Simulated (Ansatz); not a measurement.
RbCl:
```yaml
crystal:
  lattice:
    - [0.00000, 3.27143, 3.27143]
    - [3.27143, 0.00000, 3.27143]
    - [3.27143, 3.27143, 0.00000]
  atoms:
    - { symbol: Rb, position: [0.00000, 0.00000, 0.00000] }
    - { symbol: Cl, position: [0.50000, 0.50000, 0.50000] }
```

Relaxed with PBEsol. Special points in fractions of this cell's reciprocal vectors: Γ (0.000, 0.000, 0.000); X (0.500, 0.000, 0.500); U (0.625, 0.250, 0.625); K (0.375, 0.375, 0.750); L (0.500, 0.500, 0.500); W (0.500, 0.250, 0.750).

Problem. List the band energies nearest the valence-band maximum at these points for PBEsol with spin–orbit coupling (plane waves, PAW; program Ansatz).

Solution. In eV from the valence-band maximum; about four levels below and three above (degenerate sets whole), none deeper than 8.9 eV; points with the same levels are listed once.

| k | below | above |
|---|---|---|
| Γ | 0.00 0.00 0.00 0.00 | 4.85 4.85 7.85 7.85 7.85 7.85 |
| X | -0.20 -0.20 -0.09 -0.09 | 6.02 6.02 7.97 7.97 |
| U | -0.33 -0.33 -0.26 -0.26 | 6.79 6.79 8.59 8.59 |
| L | -0.44 -0.44 -0.37 -0.37 | 7.60 7.60 7.89 7.89 |
| W | -0.29 -0.29 -0.27 -0.27 | 7.52 7.52 7.53 7.53 |

Space group Fm-3m (rock salt). The PBEsol relaxation kept the symmetry of its start.

Potentials: the later of the program's two PAW sets.
